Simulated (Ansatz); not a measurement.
A distorted cell of HgTe (zinc blende):

```yaml
crystal:
  lattice:
    - [0.00000, 6.65069, 6.65069]
    - [3.32535, 0.00000, 3.32535]
    - [3.32535, 3.32535, 0.00000]
  atoms:
    - { symbol: Te, position: [0.37500, 0.75000, 0.75000] }
    - { symbol: Te, position: [0.86192, 0.72384, 0.77616] }
    - { symbol: Hg, position: [0.00000, 0.00000, 0.00000] }
    - { symbol: Hg, position: [0.50000, 0.00000, 0.00000] }
```

Level of theory: PBE (plane waves to 420 eV, PAW, scalar-relativistic; Ansatz, a program for electronic structure). k mesh 5×10×10 (Γ-centred), Fermi-Dirac smearing 0.05 eV. The energy includes the smearing's −TS. Compression counts positive. With partly filled bands, energies and forces of such displacements shift with the k mesh and the smearing. At this level the bands of HgTe touch or barely overlap. HgTe was relaxed with its symmetry unable to fall. Spin-orbit coupling is left out, though Hg and Te are heavy. The PAW data are Ansatz's earlier set. The relaxed volume of HgTe is well above the measured one; the method has no dispersion term.

Predict the force on every atom, in eV/Å.


| atom | Fx | Fy | Fz |
|---|---|---|---|
| Te1 | 0.075 | -0.075 | -0.210 |
| Te2 | -0.077 | 0.077 | 0.680 |
| Hg3 | -0.167 | 0.167 | -0.347 |
| Hg4 | 0.170 | -0.170 | -0.122 |

What is the stress tensor (GPa)?


```
    0.3     -0.7      0.0
   -0.7      0.3      0.0
    0.0      0.0      0.1
```
The pressure, a third of the trace, is 0.2 GPa.

In it atom 2 sits (0.000, 0.000, -0.174) Å away from its relaxed site. What is its energy relative to the relaxed cell?

59 meV/cell.

(A displaced cell: forces are minus the slopes of the energy, force constants its curvatures, and phonons follow from these.)
